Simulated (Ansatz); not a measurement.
Theory: DFT PBE, scalar-relativistic, plane waves, PAW (Ansatz 0.2.0). Settings: cutoff 420 eV, Γ-centred meshes spaced at most about 0.3 Å⁻¹, and about 0.25 Å⁻¹ or finer for metals (2π included), Gaussian smearing. No spin polarisation in the final relaxations.

All energies are static (0 K, no zero-point motion).

Compare these two cells of TaWC2, each relaxed at this level.

1.

```
CELL_PARAMETERS angstrom
1.56596 0.90411 5.10022
-1.56596 0.90411 5.10022
0.00000 -1.80822 5.10022
ATOMIC_POSITIONS crystal
Ta 0.50000 0.50000 0.50000
W 0.00000 0.00000 0.00000
C 0.74879 0.74879 0.74879
C 0.25121 0.25121 0.25121
```

2.

```
CELL_PARAMETERS angstrom
2.49851 -2.93790 0.00000
2.49851 2.93790 0.00000
0.00000 0.00000 3.87701
ATOMIC_POSITIONS crystal
Ta 0.50000 0.50000 0.50000
W 0.00000 0.00000 0.50000
C 0.84776 0.84776 0.00000
C 0.15224 0.15224 0.00000
```

Question: Which form is favoured at zero pressure, and by what margin per atom?

Answer: Cell 1 is lower, by 1.42 eV/atom. Cell 1 has Ta and W ordered on rock salt sites, space group R-3m (No. 166), 10.8 Å³/atom and no gap on its mesh; cell 2 has space group Cmmm (No. 65), 14.2 Å³/atom and no gap. Counting C atoms around Ta and W (those within 1.25 times the shortest such distance or 1.15 times the sum of covalent radii), cell 1 has Ta 6, W 6 and cell 2 has Ta 4, W 4. Cell 2 holds C–C pairs (shortest 1.52 Å); in cell 1 the shortest C–C distance is 3.10 Å. The denser one is the lower, and pressure would at first widen the difference. Origin: cell 1 is a Materials Project cell, relaxed; cell 2 was invented.

Spin–orbit coupling, which can matter for Ta and W, is left out. A magnetic state wasn't ruled out in cells without spin, among them R-3m, Cmmm. Cells relaxed within their symmetry can be saddle points.
